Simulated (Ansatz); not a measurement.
With r²SCAN (plane waves, PAW; program Ansatz), GeMo$_{2}$N in the hexagonal phase (P6_3/mmc; Ge on 2d, Mo on 4f, N on 2a) relaxes to a = 2.952 Å, c = 13.552 Å. N has 6 nearest neighbours from 2.16 Å (octahedral). Against the elements it lies at -0.048 eV/atom, with no fitted shifts.

Electronic character: metallic (no gap). The magnetic state found is ferromagnetic. The net moment is 0.25 μB per atom.

Bader charges are Ge -0.37, Mo +0.92, N -1.47 e.

The start of the workflow was typed in or built on a structure type; neither database checked (COD, Materials Project) lists it. Its standing as an ambient phase is unchecked. Symmetry was held in the r²SCAN relaxation; its stability against distortions is not shown here. The final state is ferromagnetic, the only order run, not a proven ground state. Other orbital occupations within this spin state were not tried. No Hubbard U is applied. The references are the lowest solids computed at this level, not always the standard phases (solids in place of the gases). Scalar-relativistic: spin–orbit coupling is off unless named, which matters more the heavier the elements.

Potentials: the earlier of the program's two PAW sets.
